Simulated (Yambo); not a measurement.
A free-standing PtS₂ monolayer (symmetry P-3m1, slab cell 15.5 Å high), G0W0@PBEsol in Yambo with this input:

```
rim_cut
gw0
dyson
el_el_corr
HF_and_locXC
ppa
em1d
rim_w
RandQpts= 1000000
RandGvec= 2 Ry
CUTGeo= "slab z"
EXXRLvcs= 84 Ry
VXCRLvcs= 336 Ry
Chimod= "HARTREE"
% BndsRnXp
 9 | 172 |
%
NGsBlkXp= 6 Ry
% LongDrXp
 1.0 | 1.0 | 0.0 |
%
RandGvecW= 1000 mRy
PPAPntXp= 27.2114 eV
% GbndRnge
 1 | 172 |
%
GTermKind= "BG"
DysSolver= "n"
ExtendOut
```

On a 6×6×1 mesh, with wavefunctions cut at 84 Ry, the gap ((0.167, 0.167) → (0, 0.167)) is 3.248 eV and the valence edge shifts by -0.446 eV.

What happens with this change: no stochastic integration of W?

The gap rises by 1.252 eV, to 4.500 eV; the shift of the valence edge becomes -1.079 eV. Without the stochastic integration, the mesh misses the sharp change of W near q = 0 in a layer: the 1.25 eV of that row are a sampling artefact. Neither run is shown to be the converged limit. In the run with 172 bands and a 6 Ry block, which covers more k points, the smallest G0W0 gap is 3.20 eV, (0, 0.167) → (0, 0.167). The mesh misses a band edge: along a dense path the PBEsol gap is 1.75 eV against 2.01 eV on the mesh.

Spin-orbit coupling is included.

Geometry relaxed with PBEsol; primitive cell a = b = 3.534 Å, c = 15.500 Å, α = β = 90.00°, γ = 120.00°.

A shift is the quasiparticle energy of the state minus its PBEsol energy.
